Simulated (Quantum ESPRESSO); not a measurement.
# Al4O4NF: one run as intended and one with a planted mistake

A calculation, not a measurement. The program is pw.x of Quantum ESPRESSO 7.5 (plane-wave density functional theory). The cell is made up: 10 atoms on a corundum lattice, with randomly drawn elements, strain and displacements, not relaxed. PseudoDojo standard norm-conserving files (v0.5 for PBE, v0.4.1 for LDA and PBEsol) set the functional; there is no spin polarisation, spin-orbit coupling or dispersion term, and the masses in the input are unused placeholders.

Intended input:

```
&control calculation='scf', pseudo_dir='./dojo.nc.sr.pbe.v0_5.standard.upf', outdir='./o', disk_io='medium', tprnfor=.true., tstress=.true. /
&system ibrav=0, nat=10, ntyp=4, nbnd=30, ecutwfc=84.00895049, nosym=.true., tot_charge=0,
 occupations='smearing', smearing='fd', degauss=0.0018374661
/
&electrons conv_thr=7.350e-09, electron_maxstep=60, /
ATOMIC_SPECIES
Al 1.0 Al.upf
F 1.0 F.upf
N 1.0 N.upf
O 1.0 O.upf
CELL_PARAMETERS angstrom
2.4767 1.4818 4.5238
-2.4432 1.4722 4.5083
0.0085 -2.8338 4.4779
ATOMIC_POSITIONS angstrom
Al 0.0375 0.0998 4.7347
Al 0.0897 0.0176 1.9711
Al -0.1113 0.2157 8.7162
Al 0.1595 -0.0293 11.5092
O -0.802 1.5155 7.8587
N -0.6381 -1.3319 7.8005
O 1.6556 0.3744 7.8059
F 0.962 -1.4134 5.7493
O 0.7404 1.6374 5.6366
O -1.6582 -0.2111 5.6193
K_POINTS automatic
5 5 5 1 1 1
```

The log is shortened where brackets say so; the opening notice, blank lines, dates and the lines on written files are dropped, and the path of the files is cut. It prints rydbergs, bohrs and kilobars, and counts compression as positive stress. Where no state is partly filled, the Fermi energy that it prints is only some level between the filled and the empty states on the mesh, and need not lie in the true gap.

Log of the intended run:

```
     Program PWSCF v.7.5
     Parallel version (MPI & OpenMP), running on       1 processor cores
     Number of MPI processes:                 1
     Threads/MPI process:                     1
     [start-up lines left out]
     bravais-lattice index     =            0
     lattice parameter (alat)  =      10.1404  a.u.
     unit-cell volume          =     644.4731 (a.u.)^3
     number of atoms/cell      =           10
     number of atomic types    =            4
     number of electrons       =        48.00
     number of Kohn-Sham states=           30
     kinetic-energy cutoff     =      84.0090  Ry
     charge density cutoff     =     336.0358  Ry
     scf convergence threshold =      7.3E-09
     mixing beta               =       0.7000
     number of iterations used =            8  plain     mixing
     Exchange-correlation= PBE
                           (   1   4   3   4   0   0   0)
     [axes and pseudopotential details left out]
   Cartesian axes
     site n.     atom                  positions (alat units)
         1        Al     tau(   1) = (   0.0069884   0.0185984   0.8823429  )
         2        Al     tau(   2) = (   0.0167162   0.0032799   0.3673276  )
         3        Al     tau(   3) = (  -0.0207415   0.0401971   1.6243219  )
         4        Al     tau(   4) = (   0.0297239  -0.0054603   2.1448161  )
         5        O      tau(   5) = (  -0.1494580   0.2824235   1.4645211  )
         6        N      tau(   6) = (  -0.1189142  -0.2482084   1.4536751  )
         7        O      tau(   7) = (   0.3085321   0.0697719   1.4546815  )
         8        F      tau(   8) = (   0.1792751  -0.2633965   1.0714204  )
         9        O      tau(   9) = (   0.1379785   0.3051404   1.0504180  )
        10        O      tau(  10) = (  -0.3090166  -0.0393399   1.0471940  )
     number of k points=    63  Fermi-Dirac smearing, width (Ry)=  0.0018
                       cart. coord. in units 2pi/alat
        k(    1) = (  -0.0003734  -0.0010539   0.1191679), wk =   0.0320000
        k(    2) = (  -0.0001434  -0.2507357   0.2008269), wk =   0.0320000
     [further k points left out]
     Dense  grid:    67057 G-vectors     FFT dimensions: (  60,  60,  60)
     Estimated max dynamical RAM per process >      92.69 MB
     Initial potential from superposition of free atoms
     starting charge      47.9902, renormalised to      48.0000
     Starting wfcs are   40 randomized atomic wfcs
     total cpu time spent up to now is        9.5 secs
     per-process dynamical memory:    60.9 Mb
     Self-consistent Calculation
     iteration #  1     ecut=    84.01 Ry     beta= 0.70
     Davidson diagonalization with overlap
     ethr =  1.00E-02,  avg # of iterations =  3.0
     total cpu time spent up to now is       30.2 secs
     total energy              =    -220.71408770 Ry
     estimated scf accuracy    <       2.46443384 Ry
     iteration #  2     ecut=    84.01 Ry     beta= 0.70
     Davidson diagonalization with overlap
     ethr =  5.13E-03,  avg # of iterations =  2.6
     total cpu time spent up to now is       60.4 secs
     total energy              =    -221.33705163 Ry
     estimated scf accuracy    <       2.24992690 Ry
     [iterations 3 to 11 left out]
     iteration # 12     ecut=    84.01 Ry     beta= 0.70
     Davidson diagonalization with overlap
     ethr =  5.87E-11,  avg # of iterations =  2.0
     total cpu time spent up to now is      264.0 secs
     total energy              =    -221.77523752 Ry
     estimated scf accuracy    <       0.00000001 Ry
     iteration # 13     ecut=    84.01 Ry     beta= 0.70
     Davidson diagonalization with overlap
     ethr =  2.41E-11,  avg # of iterations =  2.0
     total cpu time spent up to now is      281.5 secs
     End of self-consistent calculation
     [lines on levels left out]
     the Fermi energy is     9.2079 ev
!    total energy              =    -221.77523753 Ry
     estimated scf accuracy    <          1.3E-09 Ry
     smearing contrib. (-TS)   =      -0.00000000 Ry
     internal energy E=F+TS    =    -221.77523753 Ry
     The total energy is F=E-TS. E is the sum of the following terms:
     one-electron contribution =     -51.73164868 Ry
     hartree contribution      =      59.12619167 Ry
     xc contribution           =     -60.16499926 Ry
     ewald contribution        =    -169.00478125 Ry
     convergence has been achieved in  13 iterations
     Forces acting on atoms (cartesian axes, Ry/au):
     atom    1 type  1   force =    -0.11280580    0.10840631   -0.09481380
     atom    2 type  1   force =    -0.11506286   -0.07472741    0.10870238
     atom    3 type  1   force =     0.18867119   -0.12784211   -0.06415836
     atom    4 type  1   force =     0.09565451    0.07340682    0.06310051
     atom    5 type  4   force =    -0.10228535    0.04817497   -0.00669401
     atom    6 type  3   force =    -0.01238421   -0.05282387    0.04907405
     atom    7 type  4   force =     0.07192622   -0.05017456    0.02124486
     atom    8 type  2   force =     0.01149531    0.04569238   -0.06351770
     atom    9 type  4   force =     0.02375681   -0.04002748   -0.00525209
     atom   10 type  4   force =    -0.04896581    0.06991495   -0.00768583
     Total force =     0.425205     Total SCF correction =     0.000016
     Computing stress (Cartesian axis) and pressure
          total   stress  (Ry/bohr**3)                   (kbar)     P=      -47.50
  -0.00011579  -0.00015005   0.00009833          -17.03      -22.07       14.46
  -0.00015005  -0.00038253  -0.00072963          -22.07      -56.27     -107.33
   0.00009833  -0.00072963  -0.00047045           14.46     -107.33      -69.21
     init_run     :      8.84s CPU      9.41s WALL (       1 calls)
     electrons    :    261.03s CPU    271.99s WALL (       1 calls)
     forces       :      3.38s CPU      3.44s WALL (       1 calls)
     stress       :     14.24s CPU     14.31s WALL (       1 calls)
     [timing details left out]
     PWSCF        :   4m47.67s CPU   4m59.48s WALL
     JOB DONE.
```

A second run has one planted mistake: the k-point mesh is too coarse. The input lines that differ, file-writing options aside:

```
- 5 5 5 1 1 1
+ 2 2 2 1 1 1
```

Its log:

```
     Program PWSCF v.7.5
     Parallel version (MPI & OpenMP), running on       1 processor cores
     Number of MPI processes:                 1
     Threads/MPI process:                     1
     [start-up lines left out]
     bravais-lattice index     =            0
     lattice parameter (alat)  =      10.1404  a.u.
     unit-cell volume          =     644.4731 (a.u.)^3
     number of atoms/cell      =           10
     number of atomic types    =            4
     number of electrons       =        48.00
     number of Kohn-Sham states=           30
     kinetic-energy cutoff     =      84.0090  Ry
     charge density cutoff     =     336.0358  Ry
     scf convergence threshold =      7.3E-09
     mixing beta               =       0.7000
     number of iterations used =            8  plain     mixing
     Exchange-correlation= PBE
                           (   1   4   3   4   0   0   0)
     [axes and pseudopotential details left out]
   Cartesian axes
     site n.     atom                  positions (alat units)
         1        Al     tau(   1) = (   0.0069884   0.0185984   0.8823429  )
         2        Al     tau(   2) = (   0.0167162   0.0032799   0.3673276  )
         3        Al     tau(   3) = (  -0.0207415   0.0401971   1.6243219  )
         4        Al     tau(   4) = (   0.0297239  -0.0054603   2.1448161  )
         5        O      tau(   5) = (  -0.1494580   0.2824235   1.4645211  )
         6        N      tau(   6) = (  -0.1189142  -0.2482084   1.4536751  )
         7        O      tau(   7) = (   0.3085321   0.0697719   1.4546815  )
         8        F      tau(   8) = (   0.1792751  -0.2633965   1.0714204  )
         9        O      tau(   9) = (   0.1379785   0.3051404   1.0504180  )
        10        O      tau(  10) = (  -0.3090166  -0.0393399   1.0471940  )
     number of k points=     4  Fermi-Dirac smearing, width (Ry)=  0.0018
                       cart. coord. in units 2pi/alat
        k(    1) = (  -0.0009334  -0.0026348   0.2979198), wk =   0.5000000
        k(    2) = (  -0.0015083   0.6215696   0.0937723), wk =   0.5000000
     [further k points left out]
     Dense  grid:    67057 G-vectors     FFT dimensions: (  60,  60,  60)
     Estimated max dynamical RAM per process >      92.69 MB
     Initial potential from superposition of free atoms
     starting charge      47.9902, renormalised to      48.0000
     Starting wfcs are   40 randomized atomic wfcs
     total cpu time spent up to now is        2.1 secs
     per-process dynamical memory:    58.9 Mb
     Self-consistent Calculation
     iteration #  1     ecut=    84.01 Ry     beta= 0.70
     Davidson diagonalization with overlap
     ethr =  1.00E-02,  avg # of iterations =  3.0
     total cpu time spent up to now is        3.9 secs
     total energy              =    -220.71246554 Ry
     estimated scf accuracy    <       2.46657136 Ry
     iteration #  2     ecut=    84.01 Ry     beta= 0.70
     Davidson diagonalization with overlap
     ethr =  5.14E-03,  avg # of iterations =  2.8
     total cpu time spent up to now is        5.8 secs
     total energy              =    -221.32811580 Ry
     estimated scf accuracy    <       2.26902094 Ry
     [iterations 3 to 11 left out]
     iteration # 12     ecut=    84.01 Ry     beta= 0.70
     Davidson diagonalization with overlap
     ethr =  8.12E-11,  avg # of iterations =  2.0
     total cpu time spent up to now is       22.6 secs
     total energy              =    -221.77389994 Ry
     estimated scf accuracy    <       0.00000002 Ry
     iteration # 13     ecut=    84.01 Ry     beta= 0.70
     Davidson diagonalization with overlap
     ethr =  3.26E-11,  avg # of iterations =  2.0
     total cpu time spent up to now is       23.8 secs
     End of self-consistent calculation
     [lines on levels left out]
     the Fermi energy is    10.2855 ev
!    total energy              =    -221.77389995 Ry
     estimated scf accuracy    <          1.7E-09 Ry
     smearing contrib. (-TS)   =       0.00000000 Ry
     internal energy E=F+TS    =    -221.77389995 Ry
     The total energy is F=E-TS. E is the sum of the following terms:
     one-electron contribution =     -51.74065705 Ry
     hartree contribution      =      59.13922842 Ry
     xc contribution           =     -60.16769006 Ry
     ewald contribution        =    -169.00478125 Ry
     convergence has been achieved in  13 iterations
     Forces acting on atoms (cartesian axes, Ry/au):
     atom    1 type  1   force =    -0.11275597    0.10812077   -0.09500789
     atom    2 type  1   force =    -0.11491885   -0.07474847    0.10884085
     atom    3 type  1   force =     0.18881971   -0.12747096   -0.06433114
     atom    4 type  1   force =     0.09528501    0.07315817    0.06309512
     atom    5 type  4   force =    -0.10204036    0.04866540   -0.00703140
     atom    6 type  3   force =    -0.01274838   -0.05292805    0.04915107
     atom    7 type  4   force =     0.07358886   -0.05023672    0.02143007
     atom    8 type  2   force =     0.01114116    0.04545061   -0.06273910
     atom    9 type  4   force =     0.02340977   -0.03931818   -0.00555432
     atom   10 type  4   force =    -0.04978094    0.06930743   -0.00785327
     Total force =     0.425118     Total SCF correction =     0.000019
     Computing stress (Cartesian axis) and pressure
          total   stress  (Ry/bohr**3)                   (kbar)     P=      -47.22
  -0.00011001  -0.00015206   0.00009955          -16.18      -22.37       14.64
  -0.00015206  -0.00036785  -0.00072570          -22.37      -54.11     -106.75
   0.00009955  -0.00072570  -0.00048519           14.64     -106.75      -71.37
     init_run     :      1.88s CPU      1.99s WALL (       1 calls)
     electrons    :     20.19s CPU     21.66s WALL (       1 calls)
     forces       :      0.32s CPU      0.34s WALL (       1 calls)
     stress       :      1.07s CPU      1.09s WALL (       1 calls)
     [timing details left out]
     PWSCF        :     23.58s CPU     25.24s WALL
     JOB DONE.
```

|  | intended run | run with the mistake |
| --- | --- | --- |
| free energy (eV) | -3017.406 | -3017.388 |
| smearing term -TS (eV) | 0.0000 | 0.0000 |
| pressure (GPa) | -4.75 | -4.72 |
| largest force component (eV/Å) | 4.851 | 4.855 |
| largest change of a force component (eV/Å) |  | 0.043 |
| iterations | 13 | 13 |

For scale, a rerun of the intended cell at 1437 eV and a 7 x 7 x 7 mesh moved values by no more than 0.003 eV in energy, 0.02 GPa in stress and 0.002 eV/Å in force.